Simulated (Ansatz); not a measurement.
BN (zinc blende, space group No. 216), a = 3.580 Å, b = 3.580 Å, c = 3.580 Å, α = 90.00°, β = 90.00°, γ = 90.00°; the cell used has 2 atoms.

Relaxed with LDA.

Task: Decompose the optical modes at the zone centre into irreducible representations, and say which are infrared and Raman allowed.

Result: Point group -43m: Γ_opt = T2. Infrared: T2. Raman: T2.

Task: Assign frequencies (DFPT, LDA (plane waves, PAW; program Ansatz); without the LO–TO term).

Result: T2 1067 cm⁻¹.

Space group F-43m (zinc blende). The LDA relaxation kept the symmetry of its start; phonons on a q-mesh show no instability.

Potentials: the earlier of the program's two PAW sets.
